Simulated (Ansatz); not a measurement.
Total density of states per atom from PBEsol in the plane-wave PAW code Ansatz, in 0.25 eV bins, energy from the Fermi level:

```
E (eV) | states/eV/atom
    -7.85 | ### 0.14
    -7.60 | ### 0.11
    -7.35 | ## 0.08
    -7.10 | ## 0.07
    -6.85 | ### 0.14
    -6.60 | ######## 0.37
    -6.35 | ##################### 0.92
    -6.10 | ################ 0.69
    -5.85 | ######## 0.37
    -5.60 | ########## 0.43
    -5.35 | ############ 0.55
    -5.10 | ############ 0.55
    -4.85 | #################### 0.90
    -4.60 | ################# 0.76
    -4.35 | #################### 0.90
    -4.10 | ###################### 0.99
    -3.85 | ############### 0.66
    -3.60 | ############ 0.53
    -3.35 | ######## 0.37
    -3.10 | ####### 0.32
    -2.85 | ######### 0.42
    -2.60 | ############ 0.54
    -2.35 | ############### 0.65
    -2.10 | ############### 0.67
    -1.85 | ############# 0.59
    -1.60 | ############ 0.53
    -1.35 | ####### 0.31
    -1.10 | ###### 0.26
    -0.85 | ###### 0.27
    -0.60 | ####### 0.31
    -0.35 | ############## 0.60
    -0.10 | ########### 0.47
     0.15 | ################ 0.70
     0.40 | #################### 0.88
     0.65 | ############################## 1.33
     0.90 | ############################# 1.31
     1.15 | ########################### 1.21
     1.40 | ######################### 1.11
     1.65 | ############## 0.64
     1.90 | ############ 0.52
     2.15 | ################ 0.72
     2.40 | ################### 0.83
     2.65 | ######### 0.41
     2.90 | ############ 0.54
     3.15 | ############# 0.59
     3.40 | ########### 0.47
     3.65 | ######### 0.41
     3.90 | ######## 0.36
     4.15 | ####### 0.32
     4.40 | ############ 0.55
```

Question: Which of these materials gives this?
A. NbSnS, P4/nmm (Nb on 2c, Sn on 2a, S on 2c)
B. LaN, P4/nmm (La on 2c, N on 2c)
C. SnO, R3m (Sn on 3a, O on 3a)
D. Mg2Sn, fluorite or antifluorite type

Answer: A, NbSnS, P4/nmm (Nb on 2c, Sn on 2a, S on 2c). Within 0.5 eV of the Fermi level: Nb 4d 80 %, S 3p 7 %. Projections are on Löwdin-orthogonalised atomic valence shells; empty p or d shells of many metals are not among them.

The start of the workflow was typed in or built on a structure type; neither database checked (COD, Materials Project) lists it. Its standing as an ambient phase is unchecked. The PBEsol relaxation kept the symmetry of its start. At this level the phase is mechanically unstable. The workflow began spin-polarised and lost its moments. The volume moved by -18 % from the start of the relaxation. Scalar-relativistic: spin–orbit coupling is off unless named, which matters more the heavier the elements.

Potentials: the later of the program's two PAW sets.
